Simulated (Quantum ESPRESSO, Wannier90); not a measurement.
## Wannier functions of BaTiO₃ (Amm2)

Materials Project entry mp-5777; symmetrised, unrelaxed at this level. COD (Crystallography Open Database) has the formula in 5 space groups, this one among them (matched by group alone). Computed values, not measurements, from LDA: Quantum ESPRESSO (norm-conserving PseudoDojo potentials, cutoff 68 Ry, no spin polarisation, no spin-orbit coupling) on a Γ-centred 8×8×8 mesh, then Wannier90. Density: 8×8×8 mesh, cold smearing 0.01 Ry. Spin-orbit coupling is left out although heavy elements are present.

On the energy scale of pw.x, whose zero is arbitrary, the valence-band maximum lies at 9.66 eV.

Input w.win:

```
num_bands = 27
num_wann = 14
exclude_bands = 1-11
num_iter = 1000
conv_tol = 1.0e-6
conv_window = 4
dis_num_iter = 1000
dis_conv_tol = 1.0e-6
dis_froz_max = 13.29
write_hr = true
write_u_matrices = true
begin projections
Ti: d
O: p
end projections
begin unit_cell_cart
ang
    3.9833300000    0.0000000000    0.0000000000
    0.0000000000    2.8625950000    2.8753400000
    0.0000000000   -2.8625950000    2.8753400000
end unit_cell_cart
begin atoms_frac
Ba   0.0000000000  0.0034100000  0.0034100000
Ti   0.5000000000 -0.4815000000 -0.4815000000
O    0.5000000000 -0.0215700000  0.4913500000
O    0.5000000000  0.4913500000 -0.0215700000
O    0.0000000000  0.4882000000  0.4882000000
end atoms_frac
mp_grid = 8 8 8
begin kpoints
0.0000000000 0.0000000000 0.0000000000
0.0000000000 0.0000000000 0.1250000000
0.0000000000 0.0000000000 0.2500000000
... (509 more lines: the 8x8x8 mesh through Gamma)
end kpoints
```

Input of pw2wannier90.x that gives the overlap and projection files (equivalent; here they were cut from one run over all bands):

```
&inputpp
  outdir = './out'
  prefix = 'pwscf'
  seedname = 'w'
  write_amn = .true.
  write_mmn = .true.
/
```

Output w.wout (banner and timings cut):

```
                                    ------
                                    SYSTEM
                                    ------

                              Lattice Vectors (Ang)
                    a_1     3.983330   0.000000   0.000000
                    a_2     0.000000   2.862595   2.875340
                    a_3     0.000000  -2.862595   2.875340

                   Unit Cell Volume:      65.57305  (Ang^3)

                        Reciprocal-Space Vectors (Ang^-1)
                    b_1     1.577370   0.000000  -0.000000
                    b_2    -0.000000   1.097463   1.092599
                    b_3     0.000000  -1.097463   1.092599

 *----------------------------------------------------------------------------*
 |   Site       Fractional Coordinate          Cartesian Coordinate (Ang)     |
 +----------------------------------------------------------------------------+
 | ba   1   0.00000   0.00341   0.00341   |    0.00000   0.00000   0.01961    |
 | ti   1   0.50000  -0.48150  -0.48150   |    1.99167   0.00000  -2.76895    |
 | o    1   0.50000  -0.02157   0.49135   |    1.99167  -1.46828   1.35078    |
 | o    2   0.50000   0.49135  -0.02157   |    1.99167   1.46828   1.35078    |
 | o    3   0.00000   0.48820   0.48820   |    0.00000   0.00000   2.80748    |
 *----------------------------------------------------------------------------*
                                ------------
                                K-POINT GRID
                                ------------

             Grid size =  8 x  8 x  8      Total points =  512

 *---------------------------------- MAIN ------------------------------------*
 |  Number of Wannier Functions               :                14             |
 |  Number of Objective Wannier Functions     :                14             |
 |  Number of input Bloch states              :                27             |
 |  Output verbosity (1=low, 5=high)          :                 1             |
 |  Timing Level (1=low, 5=high)              :                 1             |
 |  Optimisation (0=memory, 3=speed)          :                 3             |
 |  Length Unit                               :               Ang             |
 |  Post-processing setup (write *.nnkp)      :                 F             |
 |  Using Gamma-only branch of algorithms     :                 F             |
 *----------------------------------------------------------------------------*
 *------------------------------- WANNIERISE ---------------------------------*
 |  Total number of iterations                :              1000             |
 |  Number of CG steps before reset           :                 5             |
 |  Trial step length for line search         :             2.000             |
 |  Convergence tolerence                     :         0.100E-05             |
 |  Convergence window                        :                 4             |
 |  Iterations between writing output         :                 1             |
 |  Iterations between backing up to disk     :               100             |
 |  Write r^2_nm to file                      :                 F             |
 |  Write xyz WF centres to file              :                 F             |
 |  Write on-site energies <0n|H|0n> to file  :                 F             |
 |  Use guiding centre to control phases      :                 F             |
 |  Use phases for initial projections        :                 F             |
 *----------------------------------------------------------------------------*
 *------------------------------- DISENTANGLE --------------------------------*
 |  Using band disentanglement                :                 T             |
 |  Total number of iterations                :              1000             |
 |  Mixing ratio                              :             0.500             |
 |  Convergence tolerence                     :         1.000E-06             |
 |  Convergence window                        :                 3             |
 *----------------------------------------------------------------------------*
 *-------------------------------- PLOTTING ----------------------------------*
 |  Plotting Hamiltonian in WF basis          :                 T             |
 *----------------------------------------------------------------------------*

       ... (k-mesh section left out)

 Starting a new Wannier90 calculation ...

 Reading overlaps from w.mmn

 Reading projections from w.amn

 *------------------------------- DISENTANGLE --------------------------------*
 +----------------------------------------------------------------------------+
 |                              Energy  Windows                               |
 |                              ---------------                               |
 |                   Outer:    5.27524  to   22.97449  (eV)                   |
 |                   Inner:    5.27524  to   13.29000  (eV)                   |
 +----------------------------------------------------------------------------+
   Number of target bands to extract:   14

                   Unitarised projection of Wannier functions
                   ------------------------------------------
   A_mn = <psi_m|g_n> --> S = A.A^+ --> U = S^-1/2.A
   In dis_project... done
   Using an inner window (linner = T)
   In dis_proj_froz... done

                   Extraction of optimally-connected subspace
                   ------------------------------------------
 +---------------------------------------------------------------------+<-- DIS
 |  Iter     Omega_I(i-1)      Omega_I(i)      Delta (frac.)           |<-- DIS
 +---------------------------------------------------------------------+<-- DIS
       1      14.90059921      14.71759191       1.243E-02    <-- DIS
       2      14.70337684      14.66753260       2.444E-03    <-- DIS
       3      14.66991462      14.63389709       2.461E-03    <-- DIS
       4      14.63933779      14.60869745       2.097E-03    <-- DIS
       5      14.61414862      14.58904438       1.721E-03    <-- DIS
       6      14.59380413      14.57327804       1.408E-03    <-- DIS
       ... (lines left out)
      98      14.46839773      14.46838329       9.975E-07    <-- DIS
      99      14.46838835      14.46837481       9.359E-07    <-- DIS
     100      14.46837951      14.46836681       8.778E-07    <-- DIS

             <<<      Delta < 1.000E-06  over  3 iterations     >>>
             <<< Disentanglement convergence criteria satisfied >>>

        Final Omega_I    14.46836681 (Ang^2)

 +----------------------------------------------------------------------------+

 Writing checkpoint file w.chk... done

 *------------------------------- WANNIERISE ---------------------------------*
 +--------------------------------------------------------------------+<-- CONV
 | Iter  Delta Spread     RMS Gradient      Spread (Ang^2)            |<-- CONV
 +--------------------------------------------------------------------+<-- CONV

 ------------------------------------------------------------------------------
 Initial State
  WF centre and spread    1  (  1.991665,  0.000000, -2.786995 )     0.96679792
  WF centre and spread    2  (  1.991665,  0.000000, -2.750938 )     1.01737964
  WF centre and spread    3  (  1.991665, -0.000000, -2.796350 )     0.74790425
  WF centre and spread    4  (  1.991666, -0.000000, -2.755206 )     0.80100862
  WF centre and spread    5  (  1.991665,  0.000000, -2.769668 )     1.02317876
  WF centre and spread    6  (  1.991665, -1.469632,  1.369872 )     1.07975148
  WF centre and spread    7  (  1.991665, -1.459166,  1.346419 )     1.31002444
  WF centre and spread    8  (  1.991665, -1.433715,  1.349339 )     1.06372358
  WF centre and spread    9  (  1.991665,  1.469632,  1.369872 )     1.07975143
  WF centre and spread   10  (  1.991665,  1.459167,  1.346419 )     1.31002460
  WF centre and spread   11  (  1.991665,  1.433715,  1.349339 )     1.06372346
  WF centre and spread   12  ( -0.000000,  0.000000,  2.780084 )     1.28791009
  WF centre and spread   13  (  0.000001, -0.000000,  2.799631 )     0.80618643
  WF centre and spread   14  ( -0.000000, -0.000000,  2.810501 )     1.29789357
  Sum of centres and spreads ( 21.908318, -0.000001,  2.662319 )    14.85525828

      0     0.149E+02     0.0000000000       14.8552582791  <-- CONV
        O_D=      0.0012945 O_OD=      0.3855970 O_TOT=     14.8552583 <-- SPRD
 ------------------------------------------------------------------------------
      1    -0.266E-01     0.0704777942       14.8286671716  <-- CONV
        O_D=      0.0011432 O_OD=      0.3591572 O_TOT=     14.8286672 <-- SPRD
      2    -0.129E-01     0.1027028697       14.8157928442  <-- CONV
        O_D=      0.0009799 O_OD=      0.3464461 O_TOT=     14.8157928 <-- SPRD
      3    -0.109E-01     0.0778325219       14.8049039632  <-- CONV
        O_D=      0.0010689 O_OD=      0.3354683 O_TOT=     14.8049040 <-- SPRD
      4    -0.136E-01     0.0896734775       14.7912580996  <-- CONV
        O_D=      0.0011604 O_OD=      0.3217309 O_TOT=     14.7912581 <-- SPRD
      5    -0.985E-02     0.0856950289       14.7814104894  <-- CONV
        O_D=      0.0010958 O_OD=      0.3119479 O_TOT=     14.7814105 <-- SPRD
       ... (lines left out)
     32    -0.870E-06     0.0007353711       14.7691479755  <-- CONV
        O_D=      0.0007349 O_OD=      0.3000463 O_TOT=     14.7691480 <-- SPRD
     33    -0.539E-06     0.0006468907       14.7691474369  <-- CONV
        O_D=      0.0007348 O_OD=      0.3000458 O_TOT=     14.7691474 <-- SPRD
     34    -0.294E-06     0.0005005640       14.7691471426  <-- CONV
        O_D=      0.0007348 O_OD=      0.3000455 O_TOT=     14.7691471 <-- SPRD
             <<<     Delta < 1.000E-06  over  4 iterations     >>>
             <<< Wannierisation convergence criteria satisfied >>>
 Final State
  WF centre and spread    1  (  1.991665,  0.000000, -2.787124 )     0.96438272
  WF centre and spread    2  (  1.991665,  0.000000, -2.750090 )     1.01306117
  WF centre and spread    3  (  1.991665, -0.000000, -2.801220 )     0.74882331
  WF centre and spread    4  (  1.991666, -0.000000, -2.755248 )     0.79984720
  WF centre and spread    5  (  1.991665,  0.000000, -2.768711 )     1.01883898
  WF centre and spread    6  (  1.991665, -1.469599,  1.371886 )     1.06883912
  WF centre and spread    7  (  1.991665, -1.458593,  1.346432 )     1.30510430
  WF centre and spread    8  (  1.991665, -1.432356,  1.349059 )     1.05490025
  WF centre and spread    9  (  1.991665,  1.469599,  1.371886 )     1.06883907
  WF centre and spread   10  (  1.991665,  1.458593,  1.346432 )     1.30510444
  WF centre and spread   11  (  1.991665,  1.432355,  1.349059 )     1.05490015
  WF centre and spread   12  ( -0.000000,  0.000000,  2.780147 )     1.28382438
  WF centre and spread   13  (  0.000001, -0.000000,  2.799005 )     0.78953529
  WF centre and spread   14  ( -0.000000, -0.000000,  2.810653 )     1.29314676
  Sum of centres and spreads ( 21.908318, -0.000001,  2.662164 )    14.76914714

         Spreads (Ang^2)       Omega I      =    14.468366807
        ================       Omega D      =     0.000734820
                               Omega OD     =     0.300045516
    Final Spread (Ang^2)       Omega Total  =    14.769147143
```
